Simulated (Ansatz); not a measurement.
PbI₂:
Space group P-3m1 (No. 164); a = 4.5594 Å, b = 4.5594 Å, c = 6.9713 Å, α = 90.00°, β = 90.00°, γ = 120.00°

| atom | site | symmetry | x | y | z |
|---|---|---|---|---|---|
| Pb | 1a | -3m. | 0.0000 | 0.0000 | 0.0000 |
| I | 2d | 3m. | 0.3333 | 0.6667 | 0.2709 |

Relaxed with PBE+D3(BJ). The program Ansatz at the PBE+D3(BJ) level (PAW) gives a gap of 2.18 eV.

**Question.** What gap does HSE06 give on the same cell (Ansatz, PAW)?

**Answer.** 2.88 eV, 0.70 eV more. The hybrid was solved on a coarser mesh and at special points; its gap is the smallest among all of these.

```json
[
 {"k": "Γ", "v1 PBE+D3(BJ)": "-0.77", "c1 PBE+D3(BJ)": "2.47", "v1 HSE06": "___", "c1 HSE06": "___"},
 {"k": "A", "v1 PBE+D3(BJ)": "0.00", "c1 PBE+D3(BJ)": "2.18", "v1 HSE06": "0.00", "c1 HSE06": "2.88"},
 {"k": "K", "v1 PBE+D3(BJ)": "-0.84", "c1 PBE+D3(BJ)": "4.14", "v1 HSE06": "___", "c1 HSE06": "___"},
 {"k": "H", "v1 PBE+D3(BJ)": "-0.16", "c1 PBE+D3(BJ)": "3.19", "v1 HSE06": "-0.19", "c1 HSE06": "3.91"},
 {"k": "M", "v1 PBE+D3(BJ)": "-0.40", "c1 PBE+D3(BJ)": "2.77", "v1 HSE06": "___", "c1 HSE06": "___"},
 {"k": "L", "v1 PBE+D3(BJ)": "-0.72", "c1 PBE+D3(BJ)": "3.10", "v1 HSE06": "___", "c1 HSE06": "___"}
]
```

**Question.** Top valence (v1) and lowest conduction level (c1) in eV from each method's valence maximum (which need not be a listed point): supply the withheld HSE06 values.

**Answer.** 
- L, v1 HSE06: -0.83
- L, c1 HSE06: 3.80
- M, v1 HSE06: -0.47
- M, c1 HSE06: 3.47
- Γ, v1 HSE06: -0.91
- Γ, c1 HSE06: 3.16
- K, v1 HSE06: -0.91
- K, c1 HSE06: 4.92

Cost on shared cores: the PBE+D3(BJ) run (SCF on a 7×7×4 mesh, then bands and DOS) about 60 core-seconds (a rough figure), the HSE06 run (SCF on 5×5×3, then a few points) very roughly 4 core-minutes; the tasks are unlike.

The PBE+D3(BJ) relaxation kept the symmetry of its start; of distortions, only those at the zone centre were tested. Spin–orbit coupling is left out wherever it is not named.

Potentials: the later of the program's two PAW sets.
